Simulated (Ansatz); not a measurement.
The cell below belongs to a search over invented structures; it isn't taken from experiment.

Input and command of a plane-wave DFT calculation in Ansatz:

```yaml
crystal:
  lattice:
    - [3.71853116, 0.0, 0.0]
    - [0.0, 3.71853116, 0.0]
    - [0.0, 0.0, 7.53402266]
  atoms:
    - { symbol: Hf, position: [0.5, 0.5, 0.25582893] }
    - { symbol: Hf, position: [0.5, 0.5, 0.74417107] }
    - { symbol: Os, position: [0.0, 0.0, 0.0] }
    - { symbol: Os, position: [0.5, 0.5, 0.5] }
    - { symbol: Os, position: [0.5, 0.5, 0.0] }
    - { symbol: W, position: [0.0, 0.0, 0.5] }
basis:
  ecutwfc: 420
kpoints:
  mp_grid: { grid: [6, 6, 2] }
hamiltonian:
  xc: pbe
scf:
  occupations: { method: gaussian, width: 0.1 }
  lower_state_search: "off"
output:
  forces: true
  stress: true
  eigenvalues: true
relax:
  adjacent_minimum: "off"
  f_tol: 0.04
  max_steps: 70
  cell: { stress_tol: 0.4 }
```

```bash
ansatz run input.yaml --threads 1 --pin off --max-ram 2560MiB --backend cpu --events-out ev --progress --plain --runs-dir out
```

Processor: Arm Neoverse N1, 1 thread, on a host shared with other jobs.

Problem. Estimate time, memory and problem size.

Solution. About 5.5 min, peak memory 0.5 GiB. It solves 69 bands at 20 k points (after reduction by symmetry) with about 2519 plane waves (on the last cell), in 124 SCF iterations over 16 ionic steps.
